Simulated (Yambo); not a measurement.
A G0W0@PBEsol run in Yambo for WO3 (ReO3 type, space group Pm-3m, No. 221) under isotropic strain of +2 % on all lattice vectors (4×4×4 Γ-centred k mesh, bands 2 to 130 and a 10 Ry block in the screening, 130 bands in G with the Bruneval-Gonze terminator, plasmon pole fitted at 27.2 eV) gives these matrix elements, in eV, at the band edges (R → Γ):

```json
[
 {"state": "valence edge", "E0": "0.000", "<Vxc>": "-20.234", "<Σx>": "-25.213", "<Σc(E0)>": "4.800", "Z": "0.739"},
 {"state": "conduction edge", "E0": "0.525", "<Vxc>": "-16.351", "<Σx>": "-11.456", "<Σc(E0)>": "-4.111", "Z": "0.799"}
]
```

Task: Solve the linearised quasiparticle equation for both states, give the gap, and say how exchange and correlation each act on it.

Result: E = E0 + Z(Σx + Σc − Vxc). Valence: 0.000 + 0.739 × (-25.213 + (4.800) − (-20.234)) = -0.13 eV. Conduction: 0.525 + 0.799 × (-11.456 + (-4.111) − (-16.351)) = 1.15 eV. The gap is 1.28 eV, against 0.53 eV in PBEsol. Replacing Vxc by bare exchange alone would open it by 9.87 eV; correlation takes back 8.91 eV of that, and Z scales what is left. Convergence of the G0W0 settings was not tested. Without spin-orbit coupling, band edges of such heavy elements can be off by tenths of an eV. The cell is held in this high symmetry; tilts and polar distortions were not searched.

Geometry strained from the cell relaxed with PBEsol, atoms relaxed again; primitive cell a = b = c = 3.871 Å, α = β = γ = 90.00°.

The structure is a Materials Project entry; no match was found in the copy of COD used, and its stability was not checked.
